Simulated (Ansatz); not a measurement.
SiN2:
```yaml
crystal:
  lattice:
    - [4.47043, 0.00000, 0.00000]
    - [0.00000, 4.47043, 0.00000]
    - [0.00000, 0.00000, 4.47043]
  atoms:
    - { symbol: Si, position: [0.00000, 0.50000, 0.50000] }
    - { symbol: Si, position: [0.50000, 0.00000, 0.50000] }
    - { symbol: Si, position: [0.00000, 0.00000, 0.00000] }
    - { symbol: Si, position: [0.50000, 0.50000, 0.00000] }
    - { symbol: N, position: [0.59500, 0.90500, 0.09500] }
    - { symbol: N, position: [0.09500, 0.59500, 0.90500] }
    - { symbol: N, position: [0.59500, 0.59500, 0.59500] }
    - { symbol: N, position: [0.40500, 0.40500, 0.40500] }
    - { symbol: N, position: [0.90500, 0.09500, 0.59500] }
    - { symbol: N, position: [0.90500, 0.40500, 0.09500] }
    - { symbol: N, position: [0.09500, 0.90500, 0.40500] }
    - { symbol: N, position: [0.40500, 0.09500, 0.90500] }
```

Relaxed with PBE. Special points in fractions of this cell's reciprocal vectors: Γ (0.000, 0.000, 0.000); X (0.000, 0.500, 0.000); M (0.500, 0.500, 0.000); R (0.500, 0.500, 0.500); X1 (0.500, 0.000, 0.000).

List the band energies nearest the valence-band maximum at these points for DFT-PBE in the program Ansatz with PAW potentials.

In eV from the valence-band maximum; about four levels below and three above (degenerate sets whole), none deeper than 8.9 eV; points with the same levels are listed once.

```json
[
 {"k": "Γ", "below": "-1.11 -1.11 -1.11 -0.03 -0.03", "above": "5.87 6.87 7.59 7.59 7.59"},
 {"k": "X", "below": "-2.17 -2.17 -0.08 -0.08", "above": "5.73 5.73 5.85 5.85"},
 {"k": "M", "below": "-1.87 -1.87 -1.87 -1.87", "above": "5.58 5.58 5.58 5.58"},
 {"k": "R", "below": "-2.70 -2.70 -2.70 -2.70", "above": "5.24 5.24 5.24 5.24"}
]
```

Space group Pa-3. The start of the workflow was typed in or built on a structure type; neither database checked (COD, Materials Project) lists it. Whether it is the stable phase at ambient conditions was not checked. The PBE relaxation kept the symmetry of its start; its stability against distortions is not shown here.

Potentials: the earlier of the program's two PAW sets.
